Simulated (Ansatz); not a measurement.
TiBe2 (cubic Laves (MgCu2 type), Fd-3m), DFT-PBEsol in the program Ansatz with PAW potentials, all energies at zero smearing, with the estimated change up to a 700 eV cutoff added, with one set of potentials and settings (totals compare only within such a set). Cell of 6 atoms (2 Ti, 4 Be): -5310.342 eV.

```json
[
 {"element": "Ti", "reference phase": "P6/mmm, 3 atoms in the cell", "E (eV/atom)": "-2473.9117"},
 {"element": "Be", "reference phase": "P6_3/mmc, 2 atoms in the cell", "E (eV/atom)": "-90.3483"}
]
```

Formation energy per atom, worked out: (-5310.342 − 2×(-2473.9117) − 4×(-90.3483))/6 = -0.187 eV/atom (-18 kJ per mol of atoms), at 0 K, without zero-point energy or fitted corrections.

The workflow started from a Materials Project entry (that database holds measured and hypothetical structures alike); the Crystallography Open Database copy checked does not list it. Whether it is the stable phase at ambient conditions was not checked. The PBEsol relaxation kept the symmetry of its start; its stability against distortions is not shown here. Spin order of the final state: ferromagnetic, chosen from 4 collinear starts compared on coarse meshes (ties went to the first, and starts can fall back to one state), not a proven ground state. The references are the lowest solids computed at this level, not always the standard phases.

Potentials: the later of the program's two PAW sets.
